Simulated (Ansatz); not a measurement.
ZnO in space group P4_2/mnm (No. 136; Zn on 4g, O on 4f), r²SCAN (plane waves, PAW; program Ansatz). The conduction-band minimum lies at Γ, with 1 equivalent valley. Second derivatives d²E/dk² of the lowest band at one valley (eV·Å²), along Cartesian directions:

```json
[
 {"direction": "[100]", "d²E/dk²": "35.52"},
 {"direction": "[010]", "d²E/dk²": "35.52"},
 {"direction": "[001]", "d²E/dk²": "41.62"},
 {"direction": "[110]", "d²E/dk²": "35.52"},
 {"direction": "[101]", "d²E/dk²": "38.57"},
 {"direction": "[011]", "d²E/dk²": "38.57"}
]
```

### Question
Find the principal effective masses, the density-of-states mass and the conductivity mass.

### Answer
Off-diagonal terms follow from H_xy = H[110] − (H_xx + H_yy)/2, and m*/mₑ = 7.620 eV·Å² over each eigenvalue: 0.18, 0.21, 0.21. One valley's DOS mass (m₁m₂m₃)^(1/3) = 0.20, conductivity mass 3/(Σ 1/mᵢ) = 0.20 mₑ.

### Question
What effective density of states Nc follows at 300 K for parabolic valleys?

### Answer
Nc = 2.509e19 × 1 × (0.20)^(3/2) ≈ 2.2e18 cm⁻³.

### Question
With the computed static dielectric constant 8.72 (mean of the diagonal), estimate a hydrogenic donor's binding energy and radius.

### Answer
E = 13.606 eV × 0.20/8.72² ≈ 36 meV; a = 0.529 Å × ε/m* ≈ 23 Å. Semilocal masses tend to be too small when the gap is underestimated.

The workflow started from a Materials Project entry (that database holds measured and hypothetical structures alike); the Crystallography Open Database copy checked does not list it. It is not the phase usual at ambient conditions (space group No. 186). The cell was relaxed with r²SCAN under the symmetry of its start; its stability against distortions is not shown here.

Potentials: the later of the program's two PAW sets.
